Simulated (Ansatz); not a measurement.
Relaxed-ion elastic tensor of Li2Se (anti-fluorite, space group No. 225) in GPa (Voigt order), r²SCAN in the plane-wave PAW code Ansatz; density 2.88 g/cm³, 17.87 Å³ per atom.

```
70.5  17.6  17.6   0.0   0.0   0.0
17.6  70.5  17.6   0.0   0.0   0.0
17.6  17.6  70.5   0.0   0.0   0.0
 0.0   0.0   0.0  29.9   0.0   0.0
 0.0   0.0   0.0   0.0  29.9   0.0
 0.0   0.0   0.0   0.0   0.0  29.9
```

**Question.** Is the crystal mechanically stable?

**Answer.** Yes: the smallest eigenvalue of C is 29.9 GPa.

**Question.** Work out the Voigt, Reuss and Hill averages.

**Answer.** K_V = 35.3, K_R = 35.3, K_H = 35.3; G_V = 28.5, G_R = 28.4, G_H = 28.5 GPa.

**Question.** Give Young's modulus, Poisson's ratio, Pugh's ratio and the universal anisotropy index.

**Answer.** E = 9KG/(3K + G) = 67.3 GPa; ν = 0.18; K/G = 1.24 (brittle by the Pugh limit of 1.75); A_U = 5G_V/G_R + K_V/K_R − 6 = 0.02.

**Question.** Estimate the sound speeds and the Debye temperature.

**Answer.** v_l = √((K + 4G/3)/ρ) = 5040 m/s, v_t = √(G/ρ) = 3150 m/s, mean 3470 m/s; Θ = (h/k)(3n/4πV)^(1/3) v_m = 395 K.

**Question.** Give the Zener ratio and Young's modulus along [100], [110] and [111].

**Answer.** A = 2C44/(C11 − C12) = 1.13; 1/E = S11 − 2(S11 − S12 − S44/2)Γ with Γ = 0, 1/4, 1/3 gives 63.5, 68.2, 69.9 GPa.

**Question.** Solve the Christoffel equation for the three sound speeds along [100], [110], [111].

**Answer.** Eigenvalues of C_ijkl n_j n_l equal ρv². In km/s, slowest first: [100] 3.22, 3.22, 4.95; [110] 3.03, 3.22, 5.07; [111] 3.10, 3.10, 5.11.

Space group Fm-3m (anti-fluorite). The r²SCAN relaxation kept the symmetry of its start; phonons on a q-mesh show no instability.

Potentials: the later of the program's two PAW sets.
